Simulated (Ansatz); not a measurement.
I (molecular I2 type), relaxed with r²SCAN (Ansatz, a program for electronic structure, plane waves, PAW): a = 7.742 Å, b = 4.636 Å, c = 9.854 Å, α = 90.00°, β = 90.00°, γ = 90.00°.

| Item | Value |
|---|---|
| gap (eV) | 1.23 |
| B₀ by P(V) fit (GPa) | 7.4 |
| K_Hill (GPa) | 9.3 |
| G_Hill (GPa) | 6.2 |
| Θ_D (K) | 106 |

Problem. The same phase is relaxed and computed with LDA in the same code. What are the cell and these values now?

Solution. a = 7.151 Å, b = 4.323 Å, c = 9.528 Å, α = β = γ = 90.00°.

- gap (eV) = 0.68
- B₀ by P(V) fit (GPa) = 15.2
- K_Hill (GPa) = 19.4
- G_Hill (GPa) = 12.6
- Θ_D (K) = 147

Weakly bound layers, chains or molecules computed without a dispersion correction, so cells and soft constants are ill determined: I, molecular I2 type with r²SCAN; I, molecular I2 type with LDA. All cells were relaxed under the symmetry of their starts (and spin orders); stability against distortions was not tested throughout. Spin–orbit coupling is left out wherever it is not named.

Potentials: the later of the program's two PAW sets.

Ansatz is a plane-wave DFT program.
